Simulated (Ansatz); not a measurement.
Input, command and steps of an Ansatz relaxation.

```yaml
crystal:
  lattice:
    - [5.5905789392, 0.0, 0.0]
    - [-2.7952894696, 4.8415833832, 0.0]
    - [0.0, 0.0, 4.5125843862]
  atoms:
    - { symbol: Ti, position: [0.1644362967, 0.3288725934, 0.75] }
    - { symbol: Ti, position: [0.6711274066, 0.8355637033, 0.75] }
    - { symbol: Ti, position: [0.1644362967, 0.8355637033, 0.75] }
    - { symbol: Ti, position: [0.8355637033, 0.6711274066, 0.25] }
    - { symbol: Ti, position: [0.3288725934, 0.1644362967, 0.25] }
    - { symbol: Ti, position: [0.8355637033, 0.1644362967, 0.25] }
    - { symbol: Sn, position: [0.6666666667, 0.3333333333, 0.75] }
    - { symbol: Sn, position: [0.3333333333, 0.6666666667, 0.25] }
basis:
  ecutwfc: 420
kpoints:
  mp_grid: { grid: [6, 6, 8] }
hamiltonian:
  xc: pbesol
scf:
  occupations: { method: gaussian, width: 0.1 }
output:
  forces: true
  stress: true
  eigenvalues: true
relax:
  adjacent_minimum: "off"
  f_tol: 0.01
  max_steps: 30
  cell: { stress_tol: 0.1, fix: [volume] }
```

```bash
ansatz run input.yaml --threads 2 --pin off --max-ram 5120MiB --backend cpu --events-out ev --progress --plain --runs-dir out
```

Theory: Ansatz 0.2.0, DFT PBEsol, scalar-relativistic, plane waves, PAW.

The volume is held at 0.88 times that of the relaxed cell.

Of 4 frames 3 are shown, positions in Å and forces in eV/Å; the SCF threshold varies from step to step. Steps run on the plane waves of an earlier cell, with a Pulay correction in the pressure. The basis is chosen afresh for the last frame, the zero of the energies, and at times for earlier ones too; energy and pressure step there, also at an unchanged geometry.

```xyz
8
Lattice="5.5906 0.0000 0.0000 -2.7953 4.8416 0.0000 0.0000 0.0000 4.5126" Properties=species:S:1:pos:R:3:forces:R:3 pbc="T T T" step=1 free_energy_over_end_meV_per_atom=0.02 pressure_GPa=20.88
Ti    0.0000    1.5923    3.3844    0.0000   -0.0079    0.0000
Ti    1.4163    4.0455    3.3844    0.0069    0.0040    0.0000
Ti   -1.4163    4.0455    3.3844   -0.0069    0.0040    0.0000
Ti    2.7953    3.2493    1.1281    0.0000    0.0079    0.0000
Ti    1.3789    0.7961    1.1281   -0.0069   -0.0040    0.0000
Ti    4.2116    0.7961    1.1281    0.0069   -0.0040    0.0000
Sn    2.7953    1.6139    3.3844    0.0000    0.0000    0.0000
Sn    0.0000    3.2277    1.1281    0.0000    0.0000    0.0000
8
Lattice="5.5861 0.0000 0.0000 -2.7930 4.8377 0.0000 0.0000 0.0000 4.5199" Properties=species:S:1:pos:R:3:forces:R:3 pbc="T T T" step=2 free_energy_over_end_meV_per_atom=0.01 pressure_GPa=20.86
Ti    0.0000    1.5904    3.3899    0.0000    0.0075    0.0000
Ti    1.4157    4.0425    3.3899   -0.0065   -0.0037    0.0000
Ti   -1.4157    4.0425    3.3899    0.0065   -0.0037    0.0000
Ti    2.7930    3.2473    1.1300    0.0000   -0.0075    0.0000
Ti    1.3773    0.7952    1.1300    0.0065    0.0037    0.0000
Ti    4.2088    0.7952    1.1300   -0.0065    0.0037    0.0000
Sn    2.7930    1.6126    3.3899    0.0000    0.0000    0.0000
Sn    0.0000    3.2251    1.1300    0.0000    0.0000    0.0000
8
Lattice="5.5875 0.0000 0.0000 -2.7937 4.8389 0.0000 0.0000 0.0000 4.5176" Properties=species:S:1:pos:R:3:forces:R:3 pbc="T T T" step=4 free_energy_over_end_meV_per_atom=0.00 pressure_GPa=20.86
Ti    0.0000    1.5911    3.3882    0.0000    0.0004    0.0000
Ti    1.4158    4.0433    3.3882   -0.0003   -0.0002    0.0000
Ti   -1.4158    4.0433    3.3882    0.0003   -0.0002    0.0000
Ti    2.7937    3.2478    1.1294    0.0000   -0.0004    0.0000
Ti    1.3779    0.7956    1.1294    0.0003    0.0002    0.0000
Ti    4.2095    0.7956    1.1294   -0.0003    0.0002    0.0000
Sn    2.7937    1.6130    3.3882    0.0000    0.0000    0.0000
Sn    0.0000    3.2259    1.1294    0.0000    0.0000    0.0000
```

The run took 12 s on 2 threads of AMD EPYC 9R45 96-Core Processor (Zen 5), with other jobs on the host, peak memory 0.64 GiB.